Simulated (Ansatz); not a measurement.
NbSiPt:
```
CELL_PARAMETERS angstrom
      6.46535     0.00000     0.00000
      0.00000     3.81809     0.00000
      0.00000     0.00000     7.38353
ATOMIC_POSITIONS crystal
  Nb 0.02675 0.25000 0.16375
  Nb 0.47325 0.75000 0.66375
  Nb 0.52675 0.25000 0.33625
  Nb 0.97325 0.75000 0.83625
  Pt 0.15146 0.25000 0.56553
  Pt 0.34854 0.75000 0.06553
  Pt 0.65146 0.25000 0.93447
  Pt 0.84854 0.75000 0.43447
  Si 0.77011 0.25000 0.62639
  Si 0.72989 0.75000 0.12639
  Si 0.27011 0.25000 0.87361
  Si 0.22989 0.75000 0.37361
```

This is the r²SCAN-relaxed structure.

All from r²SCAN in the plane-wave PAW code Ansatz, unless another level is named. Give the electronic character.

metallic (no gap).

And the formation energy from the elements (no fitted shifts)?

-864 meV/atom.

Next, the density of states at the Fermi level?

0.46 states/eV per atom (mean over ±0.08 eV).

And the gap with spin–orbit coupling?

none (metallic).

Space group Pnma. The workflow started from an entry of the Crystallography Open Database (COD). Whether it is the stable phase at ambient conditions was not checked. Symmetry was held in the r²SCAN relaxation; whether a distortion lowers the energy is not shown. No spin polarisation was allowed. The references are the lowest solids computed at this level, not always the standard phases. Spin–orbit coupling is left out wherever it is not named.

Potentials: the later of the program's two PAW sets.
